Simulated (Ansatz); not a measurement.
NbPSe:
```yaml
crystal:
  lattice:
    - [-1.75910, 2.41566, 6.21029]
    - [1.75910, -2.41566, 6.21029]
    - [1.75910, 2.41566, -6.21029]
  atoms:
    - { symbol: Nb, position: [0.38422, 0.88422, 0.50000] }
    - { symbol: Nb, position: [0.61578, 0.11578, 0.50000] }
    - { symbol: P, position: [0.23701, 0.50000, 0.73701] }
    - { symbol: P, position: [0.76299, 0.50000, 0.26299] }
    - { symbol: Se, position: [0.78685, 0.78685, 0.00000] }
    - { symbol: Se, position: [0.21315, 0.21315, 0.00000] }
```

Relaxed with r²SCAN. Special points in fractions of this cell's reciprocal vectors: Γ (0.000, 0.000, 0.000); X (0.500, 0.500, -0.500); F2 (0.270, 0.730, -0.270); Σ0 (-0.270, 0.270, 0.270); Y0 (0.288, -0.288, 0.288); U0 (0.712, 0.288, -0.288); R (0.000, 0.500, 0.000); W (0.250, 0.250, 0.250); S (0.500, 0.000, 0.000); T (0.000, 0.000, 0.500).

### Question
List the band energies nearest the Fermi level at these points for plane-wave PAW r²SCAN (Ansatz code).

### Answer
In eV from the Fermi level; about four levels below and three above (degenerate sets whole), none deeper than 8.9 eV; points with the same levels are listed once.

```tsv
k	below	above
Γ	-2.20 -2.11 -2.04 -1.31	0.03 0.22 0.30
X	-1.80 -1.32 -0.80 -0.19	0.94 1.75 1.83
F2	-2.99 -2.74 -2.62 -0.67	0.84 1.22 1.36
Y0	-2.33 -1.75 -1.19 -0.33	0.16 1.27 1.50
R	-3.47 -2.80 -2.46 -0.58	1.14 1.23 1.43
W	-3.12 -2.72 -2.55 -2.43	0.09 0.51 0.87
S	-2.15 -2.03 -1.73 -0.52	0.65 0.99 1.99
T	-3.13 -2.75 -2.57 -2.14	0.14 0.43 0.69
```

Space group Immm. The workflow started from an entry of the Crystallography Open Database (COD). Its standing as an ambient phase is unchecked. Symmetry was held in the r²SCAN relaxation; its stability against distortions is not shown here. The run is not spin-polarised. Spin–orbit coupling is left out wherever it is not named.

Potentials: the later of the program's two PAW sets.
